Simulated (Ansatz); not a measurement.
Input:

SnSb:
```cif
data_SbSn
_chemical_formula_sum 'Sn1 Sb1'
_space_group_name_H-M_alt 'P 1'
_space_group_IT_number 1
_cell_length_a 3.73509
_cell_length_b 3.73509
_cell_length_c 3.73509
_cell_angle_alpha 90.000
_cell_angle_beta 90.000
_cell_angle_gamma 90.000
loop_
_space_group_symop_operation_xyz
  'x, y, z'
loop_
_atom_site_label
_atom_site_type_symbol
_atom_site_fract_x
_atom_site_fract_y
_atom_site_fract_z
_atom_site_occupancy
Sn1 Sn 0.50000 0.50000 0.50000 1
Sb1 Sb 0.00000 0.00000 0.00000 1
```

This is the PBEsol-relaxed structure.

All from plane-wave PAW PBEsol (Ansatz code), unless another level is named. Give the electronic character.

metallic (no gap).

And the density of states at the Fermi level?

0.56 states/eV per atom (mean over ±0.08 eV).

Predict the formation energy from the elements (no fitted shifts).

0.086 eV/atom.

What about the gap with spin–orbit coupling?

none (metallic).

Space group Pm-3m (CsCl type). The first step of the workflow began from a Materials Project structure, measured or hypothetical; the Crystallography Open Database copy checked does not list it. COD files the formula under space group No. 166, 225, so this cell is another polymorph or a model. Whether it is the stable phase at ambient conditions was not checked. The PBEsol relaxation kept the symmetry of its start; of distortions, only those at the zone centre were tested. The references are the lowest solids computed at this level, not always the standard phases. Scalar-relativistic: spin–orbit coupling is off unless named, which matters more the heavier the elements.

Potentials: the later of the program's two PAW sets.
